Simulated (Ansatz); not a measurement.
GaAs:
```xyz
2
Lattice="0.0000 2.6646 2.6646 2.6646 0.0000 2.6646 2.6646 2.6646 0.0000" Properties=species:S:1:pos:R:3 pbc="T T T"
As     0.0000     0.0000     0.0000
Ga     2.6646     2.6646     2.6646
```

Relaxed with r²SCAN. Special points in fractions of this cell's reciprocal vectors: Γ (0.000, 0.000, 0.000); X (0.500, 0.000, 0.500); U (0.625, 0.250, 0.625); K (0.375, 0.375, 0.750); L (0.500, 0.500, 0.500); W (0.500, 0.250, 0.750).

Q: List the band energies nearest the Fermi level at these points for r²SCAN with spin–orbit coupling (plane waves, PAW; program Ansatz).

A: In eV from the Fermi level; about four levels below and three above (degenerate sets whole), none deeper than 8.9 eV; points with the same levels are listed once.

```tsv
k	below	above
Γ	-0.29 -0.29	0.06 0.06 0.06 0.06
X	-2.91 -2.91 -2.74 -2.74	3.94 3.94 10.77 10.77
U	-2.09 -2.09 -0.37 -0.37	6.51 6.51 7.47 7.47
L	-8.10 -8.10	0.07 0.07 0.28 0.28
W	-4.76 -4.76 -4.70 -4.70	2.59 2.59 4.44 4.44
```

Space group Fm-3m (rock salt). The start of the workflow was typed in or built on a structure type; neither database checked (COD, Materials Project) lists it. It is not the phase usual at ambient conditions (space group No. 216). The cell was relaxed with r²SCAN under the symmetry of its start; whether a distortion lowers the energy is not shown.

Potentials: the later of the program's two PAW sets.
